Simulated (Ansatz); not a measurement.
**Thickness series of a surface: fcc Au (110)**

All-electron LAPW in Ansatz 0.2.0 under PBE, scalar-relativistic, energies extrapolated to zero smearing, no spin–orbit coupling, no spin polarisation. The 1×1 slabs (area 12.22 Å²) are cut from the bulk relaxed on PAW files, and their atoms are relaxed; γ counts from the bulk energy, Δd12 is the change of the outer spacing. No reconstruction is allowed, and meshes differ a little between slabs.

```csv
planes,γ (J/m²),Φ (eV),Δd12 (%)
1,1.092,6.22,–
3,0.942,5.16,?
4,0.884,4.97,-20.0
5,0.903,4.91,?
6,0.909,4.98,-14.0
```

Problem. Give the missing entry: row "5", column "Δd12 (%)".

Solution. -11.6.

Problem. Fill in "Δd12 (%)" for the row "3".

Solution. -3.8.

Problem. How far have the values settled with thickness?

Solution. Between 5 and 6 planes γ moves by +0.6 % and Φ by +0.07 eV. Thin films carry quantum-size oscillations, so two neighbours that agree don't prove convergence.
